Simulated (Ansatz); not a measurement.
In DFT-PBEsol in the program Ansatz with PAW potentials, SiO2 in the tetragonal phase (P4_12_12; Si on 4a, O on 8b) relaxes to a = 5.028 Å, c = 7.010 Å. Si has 4 nearest neighbours from 1.62 Å (tetrahedral); O has 2 nearest neighbours from 1.62 Å (bent). Its formation energy from the elements is -2.81 eV/atom, with no fitted shifts.

It is gapped at this level: 5.57 eV (direct). The valence maximum lies at Γ and the conduction minimum at Γ. The screened hybrid HSE06 puts the gap at 7.40 eV. The electron mass is 0.54 mₑ (isotropic). The hole mass is 1.6, 1.9, 1.9 mₑ (principal values).

An equation-of-state fit gives a bulk modulus of 13.2 GPa. The relaxed-ion elastic constants in GPa are C11 = 52.2, C12 = 3.1, C13 = -8.1, C33 = 43.8, C44 = 70.3, C66 = 26.0. The elastic constants imply a Debye temperature near 543 K. Perturbation theory gives ε∞ = 2.28 (xx = yy), 2.27 (zz). Born charges are Si +3.34, O -1.67 e.

The PBEsol relaxation kept the symmetry of its start. The references are the lowest solids computed at this level, not always the standard phases (solids in place of the gases).

Potentials: the earlier of the program's two PAW sets. The files were generated under PBE; for other functionals the program regenerates the frozen cores, and for LDA and PBEsol the local potential too.
